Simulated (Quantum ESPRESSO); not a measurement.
Parts of the isotropic shielding in TlBr, by PBE GIPAW (a modified build of Quantum ESPRESSO, JTH PAW datasets), 20 Ha, k-mesh 9×9×9 shifted:

```
CELL_PARAMETERS angstrom
      3.97000     0.00000     0.00000
      0.00000     3.97000     0.00000
      0.00000     0.00000     3.97000
ATOMIC_POSITIONS crystal
  Tl 0.00000 0.00000 0.00000
  Br 0.50000 0.50000 0.50000
```
The cell was made here from an entry of the Crystallography Open Database (unchecked): atoms relaxed with PBE in the measured cell (PBE without dispersion, pw.x of Quantum ESPRESSO, symmetry kept).  Stability against distortions was not tested.

The core term is that of the free atom's frozen core; the paramagnetic column sums the reconstruction terms. Shieldings are absolute and leave out the bulk-susceptibility term; a larger σ means a smaller chemical shift. In our sweeps, cutoffs and meshes of this size left a few ppm, and up to some 20 ppm on atoms from Zn on. No spin–orbit coupling; Tl is the heaviest element present. The datasets of Br hold no d projectors, which limits absolute σ on these atoms. Static lattice: thermal averaging is not included.

```csv
site,core,bare (smooth current),diamagnetic correction,paramagnetic corrections,σ_iso (ppm)
Br (atom 2),3103.4,46.4,-8.3,?,?
```

Problem. What belongs in the gaps?

Solution. 
- Br (atom 2), paramagnetic corrections: -1298.6
- Br (atom 2), σ_iso (ppm): 1843.0
